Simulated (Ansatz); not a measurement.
ZrSi:
```yaml
crystal:
  lattice:
    - [0.00000, 2.69829, 2.69829]
    - [2.69829, 0.00000, 2.69829]
    - [2.69829, 2.69829, 0.00000]
  atoms:
    - { symbol: Si, position: [0.00000, 0.00000, 0.00000] }
    - { symbol: Zr, position: [0.50000, 0.50000, 0.50000] }
```

Relaxed with PBE. Special points in fractions of this cell's reciprocal vectors: Γ (0.000, 0.000, 0.000); X (0.500, 0.000, 0.500); U (0.625, 0.250, 0.625); K (0.375, 0.375, 0.750); L (0.500, 0.500, 0.500); W (0.500, 0.250, 0.750).

List the band energies nearest the Fermi level at these points for PBE (plane waves, PAW; program Ansatz).

In eV from the Fermi level; about four levels below and three above (degenerate sets whole), none deeper than 8.9 eV; points with the same levels are listed once.

```
k                    below           above
-  -----------------------  --------------
Γ                        –  0.06 0.06 0.06
X        -7.59 -2.69 -1.88  0.35 0.35 1.74
U  -7.16 -2.96 -2.65 -1.17  0.79 2.84 3.72
L  -6.64 -4.81 -2.12 -2.12  2.66 2.66 3.57
W  -7.09 -2.55 -2.55 -2.19  2.45 2.45 2.87
```

Space group Fm-3m (rock salt). A made-up cell: these elements were put on the sites of a structure type; neither database checked (COD, Materials Project) lists it. COD files the formula under space group No. 62, 63, so this cell is another polymorph or a model. Whether it is the stable phase at ambient conditions was not checked. Symmetry was held in the PBE relaxation; whether a distortion lowers the energy is not shown. The run is not spin-polarised. Spin–orbit coupling is left out wherever it is not named.

Potentials: the later of the program's two PAW sets.
